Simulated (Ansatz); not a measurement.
# Notes on a calculation: ScSi3 in the AuCu3-type structure

Computed with Ansatz (plane waves, PAW, 420 eV cutoff): PBE, scalar-relativistic, no spin polarisation, 8×8×8 k-mesh, Gaussian smearing of 0.05 eV. The datasets are Ansatz's generated set soft_2.

This is a trial structure made by placing the elements on a prototype's sites, so it needn't be the stable form.

The first cell:

```xyz
4
Lattice="4.0543 0.0000 0.0000 0.0000 4.0543 0.0000 0.0000 0.0000 4.0543" Properties=species:S:1:pos:R:3 pbc="T T T"
Sc    0.0000    0.0000    0.0000
Si    0.0000    2.0271    2.0271
Si    2.0271    2.0271    0.0000
Si    2.0271    0.0000    2.0271
```

The first steps of the search for zero pressure:

```tsv
run	level	k-mesh	kind	V (Å³/atom)	P (GPa)	gap on the mesh (eV)
1	PBE	8×8×8	fixed cell	16.66	-5.6	metal
```

At which volume does PBE reach zero pressure?

15.59 Å³/atom, about 6.4 % under the start.

The steps that followed:

```tsv
run	level	k-mesh	kind	V (Å³/atom)	P (GPa)	E − E(final) (meV/atom)	gap on the mesh (eV)
2	PBE	8×8×8	fixed cell	16.04	-2.6	3.7	metal
3	PBE	8×8×8	fixed cell	15.59	0.0	0.0	metal
```

The final structure (symmetry read at 0.01 Å). Symmetry: Pm-3m, No. 221, cubic system. The conventional cell has a = 3.966 Å, b = 3.966 Å, c = 3.966 Å, α = 90.00°, β = 90.00°, γ = 90.00°. Sc (site symmetry m-3m) has 12 Si at 2.80 Å as nearest neighbours. Si (site symmetry 4/mmm) is surrounded by 4 Sc at 2.80 Å and 8 Si at 2.80 Å. (Shells end 15 % past the nearest neighbour.)

At the final geometry the gap, band path included, is zero (metallic). The equation of state gives B0 = 98 GPa and B0′ = 4.3. Against the elements' standard states, run alike and uncorrected, the formation energy is -0.21 eV/atom. 

**What lies behind the numbers.**

The calculation's cell holds 23 valence electrons, an odd number. Without magnetic order each band takes two, so one stays part-filled and the crystal must be a metal. (Only strong correlation, outside this picture, could make a Mott insulator of it.)

Spin polarisation wasn't tried.
